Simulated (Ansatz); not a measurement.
Si₃Rh₅:
```cif
data_Rh10Si6
_chemical_formula_sum 'Si6 Rh10'
_space_group_name_H-M_alt 'Pbam'
_space_group_IT_number 55
_space_group_name_Hall '-P 2 2ab'
_cell_length_a 5.34668
_cell_length_b 10.22288
_cell_length_c 3.86684
_cell_angle_alpha 90.000
_cell_angle_beta 90.000
_cell_angle_gamma 90.000
loop_
_atom_site_label
_atom_site_type_symbol
_atom_site_symmetry_multiplicity
_atom_site_Wyckoff_symbol
_atom_site_fract_x
_atom_site_fract_y
_atom_site_fract_z
_atom_site_occupancy
Si1 Si 4 h 0.40638 0.15524 0.50000 1
Si2 Si 2 a 0.00000 0.00000 0.00000 1
Rh1 Rh 4 h 0.33411 0.39252 0.50000 1
Rh2 Rh 4 g 0.16095 0.21239 0.00000 1
Rh3 Rh 2 c 0.00000 0.50000 0.00000 1
```

Relaxed with r²SCAN.

Tabulate the valence density and the electron localisation function along the shortest Si–Rh contact (2.34 Å), DFT-r²SCAN in the program Ansatz with PAW potentials.



| distance from Si (Å) | density (e/Å³) | ELF |
|---|---|---|
| 0.23 | 0.09 | 0.28 |
| 0.35 | 0.16 | 0.21 |
| 0.47 | 0.26 | 0.27 |
| 0.58 | 0.36 | 0.42 |
| 0.70 | 0.45 | 0.58 |
| 0.82 | 0.50 | 0.67 |
| 0.93 | 0.53 | 0.66 |
| 1.05 | 0.55 | 0.57 |
| 1.17 | 0.62 | 0.46 |
| 1.28 | 0.78 | 0.38 |
| 1.40 | 1.11 | 0.39 |
| 1.52 | 1.91 | 0.47 |
| 1.63 | 3.37 | 0.58 |
| 1.75 | 5.41 | 0.67 |
| 1.87 | 7.88 | 0.72 |
| 1.99 | 10.50 | 0.76 |
| 2.10 | 12.84 | 0.77 |

The density is the valence pseudo-density with augmentation charge, so density and ELF within about 1 Å of a nucleus are not all-electron values.

The workflow started from a Materials Project entry (that database holds measured and hypothetical structures alike); the Crystallography Open Database copy checked does not list it. Its standing as an ambient phase is unchecked. The r²SCAN relaxation kept the symmetry of its start; whether a distortion lowers the energy is not shown. No spin polarisation was allowed.

Potentials: the later of the program's two PAW sets.
